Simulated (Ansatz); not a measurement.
MoPd (Cmcm), relaxed and computed with several functionals in Ansatz (plane waves, PAW).

```
functional  a (Å)  c (Å)  V (Å³/atom)  ΔH_f (eV/atom)  B₀ by P(V) fit (GPa)
----------  -----  -----  -----------  --------------  --------------------
PBE         2.658  4.352        15.36            0.04                   225
PBEsol      2.630  4.304        14.80            0.01                   254
r²SCAN        ___    ___          ___             ___                   ___
```

Q: Fill in the missing entries.

A: 
- r²SCAN, a (Å): 2.636
- r²SCAN, c (Å): 4.324
- r²SCAN, V (Å³/atom): 15.09
- r²SCAN, ΔH_f (eV/atom): 0.07
- r²SCAN, B₀ by P(V) fit (GPa): 240

Typed or built starts, not in the databases checked: MoPd, Cmcm (Mo on 4c, Pd on 4c). All cells were relaxed under the symmetry of their starts (and spin orders); stability against distortions was not tested throughout. Rows with no word on spin ran without spin polarisation. Scalar-relativistic: spin–orbit coupling is off unless named, which matters more the heavier the elements.

Potentials: the later of the program's two PAW sets.

Ansatz (an electronic-structure program) is a plane-wave DFT program.

Formation energies count from the lowest solids of the elements computed at the same level, not from gases.
